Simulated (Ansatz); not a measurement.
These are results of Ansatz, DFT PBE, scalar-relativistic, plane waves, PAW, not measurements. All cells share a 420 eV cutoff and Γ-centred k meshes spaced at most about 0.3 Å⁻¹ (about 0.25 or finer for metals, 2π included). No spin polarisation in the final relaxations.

Temperature and zero-point effects are left out.

Compare these two cells of CaLa₂Cd₃, each relaxed at this level.

A.

```cif
data_structure
_symmetry_space_group_name_H-M 'P6/mmm'
_symmetry_Int_Tables_number 191
_cell_length_a 6.5752
_cell_length_b 6.5752
_cell_length_c 5.4909
_cell_angle_alpha 90.000
_cell_angle_beta 90.000
_cell_angle_gamma 120.000
_cell_volume 205.59
loop_
_atom_site_label
_atom_site_type_symbol
_atom_site_symmetry_multiplicity
_atom_site_Wyckoff_symbol
_atom_site_fract_x
_atom_site_fract_y
_atom_site_fract_z
_atom_site_occupancy
Ca1 Ca 1 a 0.00000 0.00000 0.00000 1
La1 La 2 c 0.33333 0.66667 0.00000 1
Cd1 Cd 3 g 0.50000 0.00000 0.50000 1
```

B.

```cif
data_structure
_symmetry_space_group_name_H-M 'R-3m:H'
_symmetry_Int_Tables_number 166
_cell_length_a 6.3277
_cell_length_b 6.3277
_cell_length_c 15.2555
_cell_angle_alpha 90.000
_cell_angle_beta 90.000
_cell_angle_gamma 120.000
_cell_volume 528.99
loop_
_atom_site_label
_atom_site_type_symbol
_atom_site_symmetry_multiplicity
_atom_site_Wyckoff_symbol
_atom_site_fract_x
_atom_site_fract_y
_atom_site_fract_z
_atom_site_occupancy
Ca1 Ca 3 b 0.33333 0.66667 0.16667 1
La1 La 6 c 0.33333 0.66667 0.54728 1
Cd1 Cd 9 e 0.16667 0.33333 0.33333 1
```

Problem. Which is lower in energy, and by how much?

Solution. B is lower, by 204 meV/atom. A has space group P6/mmm (No. 191), 34.3 Å³/atom and no gap on its mesh; B has space group R-3m (No. 166), 29.4 Å³/atom and no gap. Counting all near atoms (those within 1.25 times the shortest distance at each site; a plus sign parts nearer from farther groups), A has Ca 6+12, La 6+6, Cd 8 and B has Ca 6+6, La 16, Cd 6+6. The denser one is the lower, and pressure would at first widen the difference. In A, Ca is surrounded by 6 La at 3.80 Å and 12 Cd at 4.28 Å; around La lie 6 Cd at 3.34 Å, 3 Ca at 3.80 Å and 3 La at 3.80 Å; around Cd lie 4 Cd at 3.29 Å, 4 La at 3.34 Å and 4 Ca at 4.28 Å. In B, around Ca lie 6 Cd at 3.13 Å and 6 La at 3.72 Å; La is surrounded by 1 La at 3.64 Å, 9 Cd at 3.65–3.74 Å, 3 Ca at 3.72 Å and 3 La at 3.93 Å; Cd has 2 Ca at 3.13 Å, 4 Cd at 3.16 Å and 6 La at 3.65–3.74 Å. Both come from invented guesses.

A magnetic state wasn't ruled out in cells without spin, among them P6/mmm. Cells relaxed within their symmetry can be saddle points.
